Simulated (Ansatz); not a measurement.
AgAu in space group R-3m (No. 166; Ag on 3a, Au on 3b) under volume change, the program Ansatz at the r²SCAN level (PAW), shape and atoms relaxed at each volume.

| V (Å³/atom) | E − E(relaxed) (meV/atom) | P (GPa) |
|---|---|---|
| 15.816 | 69.9 | 15.92 |
| 16.338 | 28.8 | 9.50 |
| 16.859 | 6.7 | 4.27 |
| 17.380 | 0.0 | 0.00 |
| 17.902 | 5.8 | -3.47 |
| 18.423 | 21.9 | -6.28 |
| 18.945 | 46.1 | -8.55 |

Problem. What does a third-order Birch–Murnaghan fit give for V₀, B₀ and B′?

Solution. V₀ = 17.38 Å³/atom, B₀ = 128 GPa, B′ = 5.9.

The first step of the workflow began from a Materials Project structure, measured or hypothetical; the Crystallography Open Database copy checked does not list it. With Ag and Au taken as one species the cell has the higher symmetry Fm-3m, so it may be an ordered model of a mixed-site phase. Whether it is the stable phase at ambient conditions was not checked. The r²SCAN relaxation kept the symmetry of its start; its stability against distortions is not shown here. The run is not spin-polarised. Scalar-relativistic: spin–orbit coupling is off unless named, which matters more the heavier the elements.

Potentials: the later of the program's two PAW sets.
